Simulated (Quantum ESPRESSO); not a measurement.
## One change at a time to GaRu3Sc3Ti

These are calculations, not measurements. They come from Quantum ESPRESSO 7.5, a public plane-wave density functional program. Each row is one single-point run on a made-up periodic cell of eight metal atoms, with elements, volume, strain and displacements drawn at random and not relaxed, so a cell may be unstable or far from any real phase. There is no spin polarisation or spin-orbit coupling.

Settings: PBE unless stated; PseudoDojo standard norm-conserving files; Fermi-Dirac width 0.25 eV, which means electrons at about 2900 K; cutoff 1143 eV; 8 x 5 x 2 k mesh shifted half a step off Gamma. E is the free energy of the whole cell (internal energy minus TS), so a -TS column is already part of it. Stress is positive in tension, and the pressure P is minus a third of its trace.

Checks: one run of this series was repeated at a higher cutoff and on a denser mesh, which moved values by no more than 0.009 eV, 0.08 GPa and 0.008 eV/Å, and a second program with other atomic files agreed on it to 2 % rms in force and 0.5 GPa in pressure. Known limits: a spin test at this wide smearing found no moment, but such smearing suppresses magnetism that the real alloy may have.

The lattice is hexagonal close-packed, and the cell vectors in Å are (-2.990, -0.034, -0.035); (-0.054, -0.025, -4.736); (-0.118, -10.526, -0.054), a volume of 149.00 Å³ in run 1. The elements on sites 1 to 8 are Sc Ga Ru Ru Ti Sc Ru Sc. Each later run makes one change to run 1 and keeps the rest. E is counted from run 1, and is n/a where other atomic files have another zero of energy.

```
run                           change  V (Å³)  P (GPa)  -TS (eV)  rms force (eV/Å)  largest change of a force component (eV/Å)  E (eV)
  1                             none  149.00    -8.13    -1.891             0.627                                       0.000   0.000
  2          sites 4 and 8 exchanged  149.00    -7.50    -2.072             0.872                                       2.221   1.514
  3    all lengths scaled by -0.99 %  144.61    -5.46    -1.823             0.680                                       0.161       ?
  4           PBEsol in place of PBE  149.00   -12.67    -1.892             0.615                                       0.109     n/a
  5                     Mo on site 5  149.00   -10.60    -1.875             0.666                                       0.703     n/a
  6  site 7 moved by +0.11 Å along y  149.00    -7.83    -1.888             0.630                                       0.062   0.034
```

## Worked estimate

Along a uniform scaling dE = -P dV. The mean of the two pressures is -6.795 GPa and the volume changes by -4.39 Å³, with 160.2 GPa to one eV/Å³. The same two rows give -V dP/dV = 89 GPa for this cell with clamped atoms, which is not the bulk modulus of a real alloy.

## Withheld value

Question: what E should run 3 give?

The estimate is -0.186 eV. The calculation gave -0.186 eV.
